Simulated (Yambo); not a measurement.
A G0W0@PBEsol run in Yambo for Ba2ScNbO6 (space group Fm-3m, No. 225) (2×2×2 Γ-centred k mesh, bands 3 to 219 and a 7 Ry block in the screening, 219 bands in G with the Bruneval-Gonze terminator, plasmon pole fitted at 27.2 eV) gives these matrix elements, in eV, at the band edges (Γ → Γ):

```csv
state,E0,<Vxc>,<Σx>,<Σc(E0)>,Z
valence edge,0.000,-19.512,-24.613,4.584,0.770
conduction edge,2.648,-15.653,-9.753,-4.449,0.815
```

Question: Solve the linearised quasiparticle equation for both states, give the gap, and say how exchange and correlation each act on it.

Answer: E = E0 + Z(Σx + Σc − Vxc). Valence: 0.000 + 0.770 × (-24.613 + (4.584) − (-19.512)) = -0.40 eV. Conduction: 2.648 + 0.815 × (-9.753 + (-4.449) − (-15.653)) = 3.83 eV. The gap is 4.23 eV, against 2.65 eV in PBEsol. Replacing Vxc by bare exchange alone would open it by 11.00 eV; correlation takes back 9.03 eV of that, and Z scales what is left. Nearest settings tried, and what they do to the gap: 145 bands in W, 145 bands in G: +72 meV; 3 Ry block (89 vectors against 331): +127 meV. Not varied: mesh. So the settings aren't converged at that level. The k mesh is coarse. Spin-orbit splittings are left out.

Geometry of the Materials Project entry, not relaxed at this level; primitive cell a = 5.861 Å, b = 5.861 Å, c = 5.861 Å, α = 60.00°, β = 60.00°, γ = 60.00°.

The structure is a Materials Project entry; no match was found in the copy of COD used, and its stability was not checked.
